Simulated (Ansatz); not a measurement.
# ZrSi2: reading a single point

```xyz
3
Lattice="-2.2542 2.4328 0.0000 2.2542 0.0000 4.6213 2.2542 2.4328 0.0000" Properties=species:S:1:pos:R:3 pbc="T T T"
Zr    0.0000    0.0000    0.0000
Si    2.2542    2.4328    2.9761
Si    0.0000    2.4328    1.6452
```

Method: m-r2SCAN, no spin polarisation; PAW, plane waves to 500 eV, 10×10×10 Γ-centred mesh, fermi-dirac occupations (width 0.1 eV) (Ansatz 0.2.0), atoms fixed.

**Electronic structure.** It is a metal, with about 2 states/eV a cell as the mean within 0.25 eV of the Fermi level, mostly Zr d (47 %) and Si p (43 %).
**Charges.** Bader charges in e: Zr +1.29, Si -0.65. In the mean Zr gives up most and Si takes most.
**Forces.** The largest is on Si3 (and as large on other atoms): 0.91 eV/Å, components (0.00, 0.00, 0.91). It makes 59° with the line to a nearest neighbour, Si2 at 2.62 Å.
**Formation energy.** -0.30 eV an atom against the elements' usual phases (free molecules for gases, crystals otherwise, with no correction for O₂ or N₂), so it is bound against them; other compounds may still compete. Relaxing would lower it.

Origin: a known structure type with other elements, at an estimated volume, so it need not be a known compound. Caveats: m-r2SCAN is r2SCAN with a changed spin dependence that lowers moments.
